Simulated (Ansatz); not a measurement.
ScB₂ (MoSi2 or CaC2 type, space group No. 139), the program Ansatz at the PBEsol level (PAW), all energies at zero smearing, with the estimated change up to a 700 eV cutoff added, with one set of potentials and settings (totals compare only within such a set). Cell of 3 atoms (1 Sc, 2 B): -2415.560 eV.

```
element                reference phase  E (eV/atom)
-------  -----------------------------  -----------
Sc       P6_3/mmc, 2 atoms in the cell   -2111.3717
B           R-3m, 12 atoms in the cell    -152.6704
```

Formation energy per atom, worked out: (-2415.560 − 1×(-2111.3717) − 2×(-152.6704))/3 = 0.384 eV/atom (37 kJ per mol of atoms), at 0 K, without zero-point energy or fitted corrections.

Space group I4/mmm (MoSi2 or CaC2 type). The cell is a constructed one: a structure type filled with these elements; neither database checked (COD, Materials Project) lists it. COD files the formula under space group No. 191. Its standing as an ambient phase is unchecked. The PBEsol relaxation kept the symmetry of its start. At this level the phase is dynamically unstable (imaginary phonons). The run is not spin-polarised. The references are the lowest solids computed at this level, not always the standard phases.

Potentials: the earlier of the program's two PAW sets. The files were generated under PBE; for other functionals the program regenerates the frozen cores, and for LDA and PBEsol the local potential too.
